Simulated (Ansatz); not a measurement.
## BeAg: computed property card

BeAg:
Space group Pm-3m (No. 221); a = b = c = 2.9094 Å, α = β = γ = 90.00°

```csv
atom,site,symmetry,x,y,z
Be,1a,m-3m,0.0000,0.0000,0.0000
Ag,1b,m-3m,0.5000,0.5000,0.5000
```

Space group Pm-3m (No. 221), CsCl type; conventional cell a = 2.909 Å, b = 2.909 Å, c = 2.909 Å, α = 90.00°, β = 90.00°, γ = 90.00°.

Method: DFT-PBEsol in the program Ansatz with PAW potentials. Geometry: relaxed at this level of theory. Other levels are named where they apply.

### Cell and energy

| Property | Value |
|---|---|
| Volume per atom | 12.31 Å³ |
| Density | 7.88 g/cm³ |
| Formation energy from the elements (no fitted shifts) | 0.087 eV/atom |

### Electronic structure

| Property | Result |
|---|---|
| Electronic character | metallic (no gap) |
| Density of states at the Fermi level | 0.25 states/eV per atom (mean over ±0.08 eV) |
| Gap with spin–orbit coupling | none (metallic) |

### Mechanics

| Quantity | Result |
|---|---|
| Bulk modulus (Birch–Murnaghan fit) | 135 GPa |
| Pressure derivative B′ | 4.6 |
| Elastic constants (relaxed ions, GPa) | C11 = 181, C12 = 113, C44 = 79.2 |
| Mechanical stability | stable (all eigenvalues of C positive) |
| Hill bulk and shear moduli | 136 and 56.7 GPa |
| Young's modulus | 149 GPa |
| Poisson's ratio | 0.32 |
| Debye temperature from the elastic constants | 387 K |

### Phonons

| Quantity | Value |
|---|---|
| Highest zone-centre frequency | 344 cm^-1 |
| Zone-centre stability | no imaginary mode at Γ |

The start of the workflow was typed in or built on a structure type; neither database checked (COD, Materials Project) lists it. Whether it is the stable phase at ambient conditions was not checked. The PBEsol relaxation kept the symmetry of its start. No spin polarisation was allowed. As this level gives no gap, shear constants depend on the k-mesh and smearing (Fermi–Dirac, 0.1 eV here). As this level gives no gap, phonon frequencies hold no LO–TO term and depend on the k-mesh and smearing (Fermi–Dirac, 0.1 eV here). The references are the lowest solids computed at this level, not always the standard phases. Scalar-relativistic: spin–orbit coupling is off unless named, which matters more the heavier the elements.

Potentials: the earlier of the program's two PAW sets. The files were generated under PBE; for other functionals the program regenerates the frozen cores, and for LDA and PBEsol the local potential too.
